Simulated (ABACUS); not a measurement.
Consider a self-consistent single point of CdGeAs₂ (I-42d, 8 atoms in the cell; from Materials Project mp-4953, changed as shown).

```
CELL_PARAMETERS angstrom
     -2.92910     2.92910     5.55101
      2.92910    -2.92910     5.55101
      2.92910     2.92910    -5.55101
ATOMIC_POSITIONS crystal
  Cd 0.25000 0.75000 0.50000
  Cd 0.50000 0.50000 0.00000
  Ge 0.00000 0.00000 0.00000
  Ge 0.75000 0.25000 0.50000
  As 0.87500 0.34622 0.97122
  As 0.65378 0.62500 0.52878
  As 0.37500 0.90378 0.02878
  As 0.09622 0.12500 0.47122
```

All values come from this method and carry its errors: PBEsol, numerical atomic orbitals SZP (confined pseudo-atomic orbitals with Gaussian additions; energy shift 0.01 Ry), PseudoDojo 0.4 standard norm-conserving PBEsol (tails mended) pseudopotentials (ABACUS).

ABACUS settings:

```
setting                                                                  value
---------------  -------------------------------------------------------------
basis                      SZP numerical atomic orbitals, energy shift 0.01 Ry
KPT                                                             MP 5 5 5 0 0 0
basis_type                                                                lcao
ecutwfc                                                                 100 Ry
smearing_method                                                             fd
smearing_sigma                                                   0.00734986 Ry
potentials       PseudoDojo 0.4 standard norm-conserving PBEsol (tails mended)
symmetry                                                                     1
symmetry_prec                                                            1e-05
ks_solver                                                        scalapack_gvx
scf_nmax                                                                   100
scf_thr                                                                1.0e-07
mixing_type                                                            broyden
mixing_beta                                                                0.7
```

Results:

| Quantity | Value |
|---|---|
| Number of valence electrons | 128 |
| Number of bands | 77 |
| Number of k-points after the program's reduction | 18 |
| Size of the basis | 166 |
| Number of SCF iterations | 9 |
| Free energy E − TS | -25917.0083 eV |
| Pressure | 6.03 GPa |
| Largest force (vector length) | 0.458 eV/Å |

Forces (eV/Å):
| atom | Fx | Fy | Fz |
|---|---|---|---|
| Cd1 | 0.000 | 0.000 | 0.000 |
| Cd2 | 0.000 | 0.000 | 0.000 |
| Ge3 | 0.000 | 0.000 | 0.000 |
| Ge4 | 0.000 | 0.000 | 0.000 |
| As5 | 0.458 | 0.000 | 0.000 |
| As6 | 0.000 | -0.458 | 0.000 |
| As7 | -0.458 | 0.000 | 0.000 |
| As8 | 0.000 | 0.458 | 0.000 |

Stress (GPa, positive for compression):
```
6.19  0.00  0.00
0.00  6.19  0.00
0.00  0.00  5.71
```

For comparison: a first run was changed to give this one (lattice scaled by 0.98), and from it to this one the free energy rises by 34.0 meV/atom, the pressure goes from 1.51 to 6.03 GPa and the largest force goes from 0.386 to 0.458 eV/Å.

The atom-centred basis is finite, which shifts total energies, pressures and forces against plane waves. A single-zeta basis is rough, for pressures and forces above all. The structure comes from a collection of computed structures, made at another level of theory; the collection holds predicted forms beside known ones. No clean gap shows at this smearing width and mesh (spacing up to 0.30 Å⁻¹); the mesh is coarse for partly filled bands, so the values carry mesh errors. Semi-local functionals can close small gaps.

Cost on one core: around 80 core-seconds (rough).

The atomic orbitals were generated for these runs; they are not ABACUS's published sets and were checked against plane waves on a few crystals only.

“Tails mended”: in these copies of the files the far tail of each local potential was reset to the Coulomb form.
